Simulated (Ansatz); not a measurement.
**Ansatz 0.2.0, relaxation: TePdRh2O6**

The input file (Ansatz 0.2.0, plane waves):

```yaml
crystal:
  lattice:
    - [0.0, 5.015822, 0.0]
    - [5.015822, 0.0, 0.0]
    - [2.507911, 2.507911, -3.877229]
  atoms:
    - { symbol: Pd, position: [0.0, 0.0, 0.0] }
    - { symbol: O, position: [0.244, 0.263, 0.0] }
    - { symbol: O, position: [0.263, 0.756, 0.0] }
    - { symbol: O, position: [0.756, 0.737, 0.0] }
    - { symbol: O, position: [0.737, 0.244, 0.0] }
    - { symbol: Te, position: [0.5, 0.5, 0.0] }
    - { symbol: O, position: [0.281, 0.281, 0.438] }
    - { symbol: O, position: [0.719, 0.719, 0.562] }
    - { symbol: Rh, position: [0.75, 0.25, 0.5] }
    - { symbol: Rh, position: [0.25, 0.75, 0.5] }
  symmetry: { tolerance: 0.0003 }
kpoints:
  mp_grid: { grid: [5, 5, 5], shift: [0, 0, 0] }
magnetization:
  spin_polarized: false
scf:
  occupations: { method: fermi_dirac }
  lower_state_search: "off"
hamiltonian:
  pseudopotentials: { kind: paw }
  xc: pbe
basis:
  ecutwfc: 420
  fft_grid_basis: typed
relax:
  max_steps: 80
  cell: { p_target: 0.0 }
  f_tol: 0.03
output:
  forces: true
  stress: true
  eigenvalues: true
  bader: false
  populations: true
  elf: true
  write_potential: true
  volumetric_format: npy
  dos:
    e_range: [-12, 8]
    de: 0.05
    projected: { site_lists: { O: [O], Pd: [Pd], Rh: [Rh], Te: [Te] } }
  write_density: true
checkpoint:
  read: saved_state
```

Run with:

```bash
ansatz run input.yaml --threads 2 --pin off --max-ram 2560MiB --backend cpu --events-out ev --progress --plain --runs-dir out
```

Origin of the cell: a known structure type with other elements, at an estimated volume, so it need not be a known compound.

The smearing width isn't typed, so it takes its default of 0.1 eV.

The saved state is a converged single point of the same cell.

Output (shortened):

```
Pseudopotentials: kind: paw
Pseudopotential: Pd, paw, valence charge 18, recommended cutoff 420 eV (normal), Pd.paw.azcp
Pseudopotential: O, paw, valence charge 6, recommended cutoff 420 eV (normal), O.paw.azcp
Pseudopotential: Te, paw, valence charge 16, recommended cutoff 420 eV (normal), Te.paw.azcp
Pseudopotential: Rh, paw, valence charge 17, recommended cutoff 420 eV (normal), Rh.paw.azcp
Functional definition: PBE
  exchange = pbe_x(kappa = kappa, mu = beta*pi^2/3)
  correlation = pbe_c(beta = beta)
Crystal: 10 atoms, lattice volume = 97.545 Å³
Basis set: ecut = 420 eV, 1921 PW (Γ), exchange–correlation on 72×72×72 points (8 copies of the dense FFT grid, shifted against one another)
Bands: 63, of which v1, the nominal top of the filled ones, is band 52 counted from 1 (51 counted from 0)
[… 12 lines left out …]
Initial density: read from a saved state, or passed on in memory by an earlier SCF of this step, an earlier step, the calling program or the single point that the run made first
Functional: x = pbe(κ = 0.804, μ = 0.219515), c = pbe(β = 0.066725)
SCF iter   1: F=—  HF=-30138.859050 eV  Δρ=3.65e-3  dr2=5.03e-3
SCF iter   2: F=—  HF=-30138.862107 eV  Δρ=1.48e-3  dr2=7.41e-4
SCF iter   3: F=—  HF=-30138.863269 eV  Δρ=4.58e-4  dr2=8.93e-5
SCF iter   4: F=—  HF=-30138.863413 eV  Δρ=8.12e-5  dr2=1.24e-5
SCF iter   5: F=—  HF=-30138.863411 eV  Δρ=3.38e-5  dr2=1.28e-6
SCF iter   6: F=-30138.863411 eV  HF=-30138.863411 eV  Δρ=9.08e-6  dr2=7.78e-8
relax step   1: F+E_penalty+E_count = -30138.863411 eV  Δ(F+E_penalty+E_count) = +0.000e0 eV  max|allowed force component| = 8.804e0 eV/Å  Δτ_max = 0.0000 Å  P = +80.270 GPa  Ω = 97.545 Å³  ( […]
relax step   2: F+E_penalty+E_count = -30143.977603 eV  Δ(F+E_penalty+E_count) = -5.114e0 eV  max|allowed force component| = 2.626e0 eV/Å  Δτ_max = 0.0490 Å  P = +24.280 GPa  Ω = 112.402 Å³ […]
relax step   3: F+E_penalty+E_count = -30145.046080 eV  Δ(F+E_penalty+E_count) = -1.068e0 eV  max|allowed force component| = 1.135e0 eV/Å  Δτ_max = 0.0847 Å  P = +5.957 GPa  Ω = 120.343 Å³  e […]
relax step   4: F+E_penalty+E_count = -30146.040763 eV  Δ(F+E_penalty+E_count) = -9.947e-1 eV  max|allowed force component| = 9.068e-1 eV/Å  Δτ_max = 0.1953 Å  P = -6.327 GPa  Ω = 125.739 Å³ […]
relax step   5: F+E_penalty+E_count = -30146.977737 eV  Δ(F+E_penalty+E_count) = -9.370e-1 eV  max|allowed force component| = 6.288e-1 eV/Å  Δτ_max = 0.1951 Å  P = -10.559 GPa  Ω = 126.212 Å³ […]
relax step   6: F+E_penalty+E_count = -30147.491606 eV  Δ(F+E_penalty+E_count) = -5.139e-1 eV  max|allowed force component| = 4.243e-1 eV/Å  Δτ_max = 0.0658 Å  P = -1.309 GPa  Ω = 119.211 Å³ […]
relax step   7: F+E_penalty+E_count = -30147.551348 eV  Δ(F+E_penalty+E_count) = -5.974e-2 eV  max|allowed force component| = 2.010e-1 eV/Å  Δτ_max = 0.0321 Å  P = -1.116 GPa  Ω = 118.977 Å³ […]
relax step   8: F+E_penalty+E_count = -30147.575257 eV  Δ(F+E_penalty+E_count) = -2.391e-2 eV  max|allowed force component| = 1.250e-1 eV/Å  Δτ_max = 0.0280 Å  P = +1.065 GPa  Ω = 117.721 Å³ […]
relax step   9: F+E_penalty+E_count = -30147.577345 eV  Δ(F+E_penalty+E_count) = -2.087e-3 eV  max|allowed force component| = 3.641e-2 eV/Å  Δτ_max = 0.0080 Å  P = +0.182 GPa  Ω = 118.252 Å³ […]
relax step  10: F+E_penalty+E_count = -30147.578109 eV  Δ(F+E_penalty+E_count) = -7.641e-4 eV  max|allowed force component| = 9.278e-3 eV/Å  Δτ_max = 0.0082 Å  P = +0.098 GPa  Ω = 118.359 Å³ […]
relax step  11: F+E_penalty+E_count = -30147.577878 eV  Δ(F+E_penalty+E_count) = +2.308e-4 eV  max|allowed force component| = 1.761e-3 eV/Å  Δτ_max = 0.0013 Å  P = +0.004 GPa  Ω = 118.436 Å³ […]
relax step  12: F+E_penalty+E_count = -30147.848394 eV  Δ(F+E_penalty+E_count) = -2.705e-1 eV  max|allowed force component| = 9.110e-3 eV/Å  Δτ_max = 0.0000 Å  P = +3.096 GPa  Ω = 118.436 Å³  stress off target by 3.62e0 GPa […]
relax step  13: F+E_penalty+E_count = -30147.874640 eV  Δ(F+E_penalty+E_count) = -2.625e-2 eV  max|allowed force component| = 2.379e-2 eV/Å  Δτ_max = 0.0093 Å  P = +0.680 GPa  Ω = 120.603 Å³ […]
relax step  14: F+E_penalty+E_count = -30147.876919 eV  Δ(F+E_penalty+E_count) = -2.280e-3 eV  max|allowed force component| = 1.053e-1 eV/Å  Δτ_max = 0.0213 Å  P = +0.193 GPa  Ω = 121.608 Å³ […]
relax step  15: F+E_penalty+E_count = -30147.877376 eV  Δ(F+E_penalty+E_count) = -4.561e-4 eV  max|allowed force component| = 9.915e-3 eV/Å  Δτ_max = 0.0062 Å  P = -0.032 GPa  Ω = 121.780 Å³ […]
relax step  16: F+E_penalty+E_count = -30147.877522 eV  Δ(F+E_penalty+E_count) = -1.463e-4 eV  max|allowed force component| = 1.653e-3 eV/Å  Δτ_max = 0.0012 Å  P = -0.002 GPa  Ω = 121.756 Å³ […]
relax step  17: F+E_penalty+E_count = -30147.895843 eV  Δ(F+E_penalty+E_count) = -1.832e-2 eV  max|allowed force component| = 1.790e-3 eV/Å  Δτ_max = 0.0000 Å  P = +0.063 GPa  Ω = 121.756 Å³  stress off target by 1.71e-1 GPa […]
relax step  18: F+E_penalty+E_count = -30147.895735 eV  Δ(F+E_penalty+E_count) = +1.080e-4 eV  max|allowed force component| = 1.068e-2 eV/Å  Δτ_max = 0.0016 Å  P = +0.088 GPa  Ω = 121.852 Å³ […]
relax step  19: F+E_penalty+E_count = -30147.895352 eV  Δ(F+E_penalty+E_count) = +3.825e-4 eV  max|allowed force component| = 7.276e-4 eV/Å  Δτ_max = 0.0015 Å  P = -0.005 GPa  Ω = 121.962 Å³ […]
relax step  20: F+E_penalty+E_count = -30147.896241 eV  Δ(F+E_penalty+E_count) = -8.893e-4 eV  max|allowed force component| = 7.357e-4 eV/Å  Δτ_max = 0.0000 Å  P = -0.002 GPa  Ω = 121.962 Å³  stress off target by 2.16e-2 GPa […]
SCF 20 converged in 6 iterations: F = -30147.896241 eV  dr2 = 7.91e-12
basis re-selected at this cell: Δ(F+E_penalty+E_count) = -8.893e-4 eV, ΔP = +0.003 GPa vs the last step (what re-selecting the basis moved, of the pressure what is left beyond the Pulay corre […]
SCF converged after 6 iterations
Free energy (F): -30147.896241 eV
Harris-Foulkes:  -30147.896241 eV  (|F-HF|=0.00e0)
Internal energy: -30147.469673 eV  (E = F + TS)
E sigma→0 (E₀):  -30147.682957 eV
Entropy (-TS):   -0.426568 eV (-42.657 meV/atom)
Fermi energy:    12.376398 eV
--- Per-component energies (eV) ---
  E_band       = -873.473874
  E_kinetic    = 2873.102211
  E_local      = -8946.986784  (includes V_loc(G=0)·N_el)
  E_nonlocal   = 918.351910
  E_hartree    = 3585.707719
  E_xc         = -1167.805174
  E_vxc        = -1422.253792  (∫ρ·V_xc dr)
  E_paw        = -16535.592792  (= ΣΔE_a)
  E_vpaw       = -1467.118846  (= ΣTr[D̂ρ^β])
  E_aug_tail   = 0.015967  (compensation charges beyond the density's cutoff)
  E_ewald      = -10874.262731
  E_smearing   = -0.426568  (= −TS)
  Σ components = -30147.896241   (vs F -30147.896241, Δ=0.00e0)
--- Forces (eV/Å), atoms counted from 1 ---
  atom   1  Pd     0.000000     0.000000     0.000000
  atom   2  O      0.000018    -0.000380     0.000000
  atom   3  O      0.000380     0.000018    -0.000000
  atom   4  O     -0.000018     0.000380    -0.000000
  atom   5  O     -0.000380    -0.000018     0.000000
  atom   6  Te     0.000000     0.000000     0.000000
  atom   7  O     -0.000000     0.000000    -0.000736
  atom   8  O      0.000000    -0.000000     0.000736
  atom   9  Rh    -0.000000     0.000000     0.000000
  atom  10  Rh     0.000000    -0.000000    -0.000000
  max |Σ_I F_I| component: 6.94e-18 eV/Å
--- Stress (GPa, compression-positive) ---
        0.007855      -0.000000       0.000000
        0.000000       0.007855      -0.000000
        0.000000      -0.000000      -0.021572
  P = ⅓ Tr σ = -0.0020 GPa (-0.020 kbar)
--- Relaxed structure (17 steps of the walk, 17 accepted, 3 SCFs on fresh bases) ---
  F+E_penalty+E_count = -30147.896241 eV   max|allowed force component| = 7.357e-4 eV/Å   (the final SCF, on the basis selected at the relaxed cell)
  cell:  # Å, volume = 121.9621 Å³
    - [0.0, 5.543319, 0.0]
    - [5.543319, 0.0, 0.0]
    - [2.771659, 2.771659, -3.969037]
  atoms:
    - { symbol: Pd, position: [2.989e-19, 3.205e-19, 0.0] }
    - { symbol: O, position: [0.149701, 0.348737, 0.0] }
    - { symbol: O, position: [0.348737, 0.850299, 0.0] }
    - { symbol: O, position: [0.850299, 0.651263, 0.0] }
    - { symbol: O, position: [0.651263, 0.149701, 0.0] }
    - { symbol: Te, position: [0.500000, 0.500000, 0.0] }
    - { symbol: O, position: [0.254285, 0.254285, 0.491430] }
    - { symbol: O, position: [0.745715, 0.745715, 0.508570] }
    - { symbol: Rh, position: [0.750000, 0.250000, 0.5] }
    - { symbol: Rh, position: [0.250000, 0.750000, 0.5] }
--- Löwdin populations: 10 sites ---
  site symbol       q [e]
     0     Pd     16.4179
     1      O      6.7382
     2      O      6.7382
     3      O      6.7382
     4      O      6.7382
     5     Te     13.7765
     6      O      6.8379
     7      O      6.8379
     8     Rh     16.2959
     9     Rh     16.2959
  spilling = 0.005628 (of n_electrons = 104.000000)
```

Before:

Space group I4/m (No. 87); the run's cell has a = 5.016 Å, b = 5.016 Å, c = 5.255 Å, α = 61.49°, β = 61.49°, γ = 90.00°. Shortest distances: O–Te 1.70 Å, O–Pd 1.80 Å, O–O 2.44 Å, O–Rh 2.52 Å, Pd–Rh 3.17 Å, Rh–Te 3.17 Å.

After:

Space group I4/m (No. 87); the run's cell has a = 5.543 Å, b = 5.543 Å, c = 5.578 Å, α = 60.21°, β = 60.21°, γ = 90.00°. Shortest distances: O–Te 1.95 Å, O–Pd 2.02 Å, O–Rh 2.31 Å, O–O 2.36 Å, Pd–Rh 3.41 Å, Rh–Te 3.41 Å.

* Free energy lowered by: 903.3 meV/atom
* Volume change: 25.03 %
* Final pressure: 0.00 GPa
* Relaxation steps listed: 20

Caveats: no moments, though an odd count or open d shells may carry them; no spin-orbit coupling, though heavy elements are present; the given cell is far from equilibrium, with atoms too close or a volume far off; the k mesh is coarse if the cell is a metal; the relaxation held the start's symmetry, so the end may be a saddle point.

Time: 49 s of wall time on 2 CPU thread(s) of a shared host, from a saved density.
